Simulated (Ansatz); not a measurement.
A geometry of V away from equilibrium: step 2 of the relaxation of a generated trial cell of V in the AFLOW prototype A_oP8_62_2c (A_c). Method: PBEsol (plane waves to 420 eV, PAW, scalar-relativistic; Ansatz, an electronic-structure program). Γ-centred k-mesh 6×8×8 on the run's cell (coarser than for final values), Fermi–Dirac smearing 0.05 eV. The plane waves were selected for a different cell earlier on the path.

```yaml
crystal:
  lattice:
    - [5.72292, 0.00000, 0.00000]
    - [0.00000, 4.23984, 0.00000]
    - [0.00000, 0.00000, 4.25783]
  atoms:
    - { symbol: V, position: [0.47914, 0.25000, 0.28357] }
    - { symbol: V, position: [0.97914, 0.25000, 0.21643] }
    - { symbol: V, position: [0.52086, 0.75000, 0.71643] }
    - { symbol: V, position: [0.02086, 0.75000, 0.78357] }
    - { symbol: V, position: [0.20413, 0.25000, 0.68951] }
    - { symbol: V, position: [0.70413, 0.25000, 0.81049] }
    - { symbol: V, position: [0.79587, 0.75000, 0.31049] }
    - { symbol: V, position: [0.29587, 0.75000, 0.18951] }
```
Spin-polarised start, with parallel moments on V.

Q: Give the Cartesian forces on all atoms (eV/Å).

A: 
| atom | Fx | Fy | Fz |
|---|---|---|---|
| V1 | 0.71 | 0.00 | -0.36 |
| V2 | 0.71 | 0.00 | 0.36 |
| V3 | -0.71 | 0.00 | 0.36 |
| V4 | -0.71 | 0.00 | -0.36 |
| V5 | 1.38 | 0.00 | 1.08 |
| V6 | 1.38 | 0.00 | -1.08 |
| V7 | -1.38 | 0.00 | -1.08 |
| V8 | -1.38 | 0.00 | 1.08 |

The path ends in Im-3m (No. 229) (bcc (W type)). No spin polarisation in the result: the starting moments vanished.

The run could not lose the symmetry of its start.
